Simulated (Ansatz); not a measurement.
## Property card for Li2ZrO2

The calculation used DFT PBE, scalar-relativistic, plane waves, PAW (Ansatz).

Settings: cutoff 420 eV, Γ-centred mesh 12×12×10 on the computed 5-atom cell, Gaussian smearing of 0.10 eV; no spin polarisation.

The structure is relaxed at this level of theory with its symmetry kept, and needn't be the ground state of this composition.

```yaml
crystal:
  lattice:
    - [4.07939, 0.00000, 0.00000]
    - [-2.03969, 3.53285, 0.00000]
    - [0.00000, 0.00000, 3.75261]
  atoms:
    - { symbol: Li, position: [0.33333, 0.66667, 0.50000] }
    - { symbol: Li, position: [0.66667, 0.33333, 0.50000] }
    - { symbol: Zr, position: [0.00000, 0.00000, 0.00000] }
    - { symbol: O, position: [0.33333, 0.66667, 0.00000] }
    - { symbol: O, position: [0.66667, 0.33333, 0.00000] }
```

```json
{
  "Space group": "P6/mmm (No. 191)",
  "Volume per atom": "10.82 Å³",
  "Formation energy from the elements' standard states (uncorrected)": "-1.551 eV/atom",
  "Kohn–Sham band gap": "none (metal)",
  "Density of states at the Fermi level": "0.7 states/eV per cell",
  "Orbital (Löwdin) character within 0.5 eV of the Fermi level": "Zr 4d 65 %, Li 2s 11 %, unprojected 15 %",
  "Bader charge by site (e)": "Li (2 in the cell) 0.82, Zr (1 in the cell) 1.19, O (2 in the cell) -1.42"
}
```

Another cell of Li2ZrO2 relaxed alike, in P-3m1, lies 0.47 eV/atom lower, so this cell isn't the stable form at this level.

The cell was found from a structure generator's guess, not taken from experiment. Löwdin shares on free-atom orbitals overweight diffuse shells.
